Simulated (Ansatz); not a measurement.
A generator proposed this cell of PtSeS₄.

```
CELL_PARAMETERS angstrom
-3.22327 3.22327 2.76632
3.22327 -3.22327 2.76632
3.22327 3.22327 -2.76632
ATOMIC_POSITIONS crystal
Pt 0.00000 0.00000 0.00000
Se 0.50000 0.50000 0.00000
S 0.91578 0.41578 0.83156
S 0.58422 0.08422 0.16844
S 0.08422 0.91578 0.50000
S 0.41578 0.58422 0.50000
```

Method: DFT PBE, scalar-relativistic, plane waves, PAW in Ansatz. Cutoff 420 eV; k points 4×4×4 on the computed 6-atom cell (Γ-centred); Gaussian smearing, width 0.10 eV; no spin polarisation.

Formation energies are uncorrected and refer to the elements' standard structures at the same level.

Q: How far from equilibrium is it?

A: The pressure is -5.6 GPa (the mean over three directions, positive in compression), the largest force is 0.16 eV/Å, and the energy is +0.89 eV/atom against the elements. The shortest distance is 2.77 Å.

Q: Is it a good guess?

A: A rough one: relaxing gains about 0.43 eV/atom (the start's value is from the coarse mesh, so the gain is rough) in 17 ionic steps and ends at +0.46 eV/atom on the finer mesh. The symmetry stays I422 (No. 97). The volume per atom shrinks by 4.7 %, from 19.2 to 18.3 Å³. The shortest distance goes from 2.77 Å (Pt–Se) to 2.00 Å (S–S). The ratio c/a of the conventional cell changes by a factor of 1.36. Conventional cell: a = 5.723 Å, c = 6.688 Å. Pt has 8 S at 2.82 Å and 2 Se at 3.34 Å; Se has 8 S at 2.82 Å and 2 Pt at 3.34 Å; S is surrounded by 1 S at 2.00 Å, 2 Pt at 2.82 Å and 2 Se at 2.82 Å.

The last run used a 10×10×10 mesh for its 6-atom cell and Gaussian smearing of 0.10 eV. These runs have no spin–orbit coupling, which can matter for Pt. The reference forms of S and Se are held partly by dispersion forces, which this level lacks. The relaxation can't lower the symmetry of the start, and the grade says only how near the guess is to its own end. Symmetry constrained the relaxation, so the result can be a saddle point. Another cell of PtSeS4 relaxed alike, in P-3m1, lies 0.51 eV/atom lower, so this cell isn't the stable form at this level.
